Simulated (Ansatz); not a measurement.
A geometry of La2O3 away from equilibrium: step 2 of the relaxation of a relaxed La2O3 cell, doubled along one cell vector, shaken by Gaussian noise of σ = 0.08 Å a coordinate. Calculation: r2SCAN (plane waves to 500 eV, PAW, scalar-relativistic; Ansatz, a first-principles code). Γ-centred k-mesh 7×4×4 on the run's cell (coarser than for final values), Fermi–Dirac smearing 0.05 eV.

```xyz
10
Lattice="3.9357 -0.0065 0.0073 -3.9468 6.8445 0.0050 0.0114 0.0111 6.1389" Properties=species:S:1:pos:R:3:forces:R:3 pbc="T T T" free_energy=-28491.895 pressure_GPa=0.6
La     0.0811     2.2501     4.6086   -0.0228    1.2341   -0.6240
La    -1.9960     5.7531     4.5563   -0.0421   -1.5840   -0.1527
La     2.0221     1.0505     1.5145   -0.2306    0.5774    0.4064
La    -0.1294     4.5167     1.5500    0.9585   -0.1826    0.3419
O      0.1461    -0.0125     3.0013   -0.3593    0.1609    0.1701
O     -1.9395     3.5548     3.0871   -0.0649   -0.4400   -0.2015
O      2.0547     1.1717     5.2447   -0.1227   -0.3565    0.1716
O     -0.0551     4.4846     5.1535    0.3060    0.6969    0.3891
O      0.0274     2.3036     0.9414    0.2111   -0.8256   -0.2555
O     -1.9586     5.6408     0.8460   -0.6331    0.7195   -0.2456
```

Positions in Å, forces in eV/Å, free energy of the cell in eV (comparable only within this code, potentials and settings). Largest force: 1.59 eV/Å, on La2 (atoms numbered as listed); the geometry lies 0.03 eV/atom above the end of its relaxation.

No spin polarisation in the result.

The first start was generated by placing the elements on the sites of a structure type. Materials Project lists a structure of La2O3 in the same space group, P-3m1 (No. 164); the sites were not compared with it, nor with measured phases.
